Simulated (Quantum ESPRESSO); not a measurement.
## AlCu2Mo3Ti2 in 6 site orders

Calculated results; nothing here was measured. They come from Quantum ESPRESSO 7.5, a public plane-wave density functional program. Each row is one single-point run on a made-up periodic cell of eight metal atoms, with elements, volume, strain and displacements drawn at random and not relaxed, so a cell may be unstable or far from any real phase. There is no spin polarisation or spin-orbit coupling.

Settings: PBE unless stated; PseudoDojo standard norm-conserving files; Fermi-Dirac width 0.25 eV, which means electrons at about 2900 K; cutoff 1252 eV; 8 x 4 x 4 k mesh shifted half a step off Gamma. E is the free energy of the whole cell (internal energy minus TS), so a -TS column is already part of it. Stress is positive in tension, and the pressure P is minus a third of its trace.

Checks: one run of this series was repeated at a higher cutoff and on a denser mesh, which moved values by no more than 0.007 eV, 0.07 GPa and 0.010 eV/Å, and a second program with other atomic files agreed on it to 2 % rms in force and 0.5 GPa in pressure. Known limits: the copper pseudopotential is less sure than most, with forces differing by about three percent and pressure by about two GPa from a second method on plain copper; a spin test at this wide smearing found no moment, but such smearing suppresses magnetism that the real alloy may have.

The lattice is hexagonal close-packed, and the cell vectors in Å are (-2.775, 0.037, 0.036); (-0.008, 4.794, -4.418); (0.121, -4.755, -4.376), a volume of 116.44 Å³. The runs put one composition on the same eight displaced sites in different orders. E is counted from run 1, and the rms force is over all 24 components. Nothing is relaxed, so E mixes bonding between neighbours with strain on unrelaxed sites, and it is not an ordering energy.

```
run  elements on sites 1 to 8  E (eV)  -TS (eV)  rms force (eV/Å)  largest force (eV/Å)  P (GPa)
  1   Mo Mo Ti Ti Al Mo Cu Cu   0.000    -1.543             0.552                  1.38     8.23
  2   Mo Mo Al Cu Ti Mo Ti Cu   0.481    -1.640             0.744                  2.37    10.17
  3   Al Mo Mo Cu Ti Mo Cu Ti   0.372    -1.603             0.613                  1.48    10.52
  4   Al Ti Cu Mo Cu Mo Mo Ti   0.611    -1.572             0.555                  1.37    10.52
  5   Mo Cu Mo Al Mo Cu Ti Ti   0.673    -1.594             0.706                  1.65        ?
  6   Mo Al Cu Ti Cu Mo Mo Ti   0.685    -1.677             0.643                  1.57    10.82
```

## Worked fit

A straight line through the runs shown gives P = 8.50 + 3.61 E GPa with E in eV, an error of 0.83 on the slope and a scatter of 0.44 GPa. At this fixed volume the orders of higher energy tend to have the higher pressure.

## Withheld value

Question: what pressure should run 5 give?

The fit gives 10.93 ± 0.53 GPa. The calculation gave 10.82 GPa.
